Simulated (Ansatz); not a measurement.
# Ta: one atom moved along a line

All numbers below come from Ansatz 0.2.0, DFT r2SCAN, scalar-relativistic, plane waves, PAW. The runs took a 500 eV cutoff, a Γ-centred 12×12×12 mesh and Gaussian smearing (0.15 eV). Spin–orbit coupling is left out, which can shift energies with elements as heavy as these. No spin polarisation. Energies are free energies at this smearing, counted from the undisturbed cell; pressure is positive in compression.

The undisturbed cell (relaxed at this level; this fcc form isn't the usual structure):

```
CELL_PARAMETERS angstrom
-4.20786 4.20786 0.00000
-4.20786 0.00000 4.20786
0.00000 4.20786 4.20786
ATOMIC_POSITIONS crystal
Ta 0.00000 0.00000 0.00000
Ta 0.50000 0.00000 0.00000
Ta 0.00000 0.50000 0.00000
Ta 0.00000 0.00000 0.50000
Ta 0.50000 0.50000 0.00000
Ta 0.50000 0.00000 0.50000
Ta 0.00000 0.50000 0.50000
Ta 0.50000 0.50000 0.50000
```

Atom 1 (Ta) is moved by x along the Cartesian unit vector (0.707, -0.707, 0.000); the cell and all other atoms stay fixed. The cell is metallic on the mesh throughout.

**Question.** Over the sampled range (-0.4500 to 0.3375), is the undisturbed cell the lowest point?

**Answer.** Yes, every other sampled point lies higher.

The scan:

| x (Å) | ΔE (meV/cell) |
| --- | --- |
| -0.4500 | 882.6 |
| -0.2250 | 227.2 |
| 0.0000 | 0.0 |
| 0.3375 | 502.9 |